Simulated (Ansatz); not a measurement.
W3N4 (space group Pm-3m)

Space group Pm-3m (No. 221); a = 4.1792 Å, b = 4.1792 Å, c = 4.1792 Å, α = 90.00°, β = 90.00°, γ = 90.00°

```tsv
atom	site	symmetry	x	y	z
N	1b	m-3m	0.5000	0.5000	0.5000
N	3d	4/mm.m	0.0000	0.0000	0.5000
W	3c	4/mm.m	0.0000	0.5000	0.5000
```

Equation-of-state scan: isotropic scaling of the cell above, V₀ being its volume. Symmetry pins the atoms to their sites.

These are PBEsol (plane waves to 420 eV, PAW, scalar-relativistic; Ansatz, a program for electronic structure) values and carry that method's errors. k mesh 11×11×11 (Γ-centred), Fermi-Dirac smearing 0.05 eV. The energy includes the smearing's −TS. Compression counts positive. Spin-orbit coupling is left out, though W is heavy. W3N4 is run without spin polarisation. W3N4 was relaxed with its symmetry unable to fall. ΔE is measured from the relaxed starting cell.

```csv
V/V₀,ΔE (eV/atom),P (GPa)
0.900,0.147,49.7
0.917,0.099,39.4
0.933,0.061,30.0
0.950,0.033,21.5
0.967,0.014,13.6
0.983,0.003,6.5
1.000,0.000,0.0
1.017,0.003,-6.0
1.033,0.013,-11.4
1.050,0.028,-16.3
1.067,0.048,-20.9
1.083,0.073,-25.0
1.100,0.102,-28.7
```

What the scan shows:

* **Pressure at the smallest volume**: 49.7 GPa
* **Energy cost of the largest compression**: 147 meV/atom
* **Energy cost of the largest expansion**: 102 meV/atom
* **Bulk modulus B₀ (third-order Birch-Murnaghan fit)**: 373 GPa
* **Pressure derivative B₀′ (fit)**: 4.5
* **Equilibrium volume of the fit**: 10.43 Å³/atom
* **Pressure for 5 % compression (fit)**: 21.5 GPa

(A scan under strain: stresses follow from slopes of the energy per volume, elastic moduli from its curvatures.)
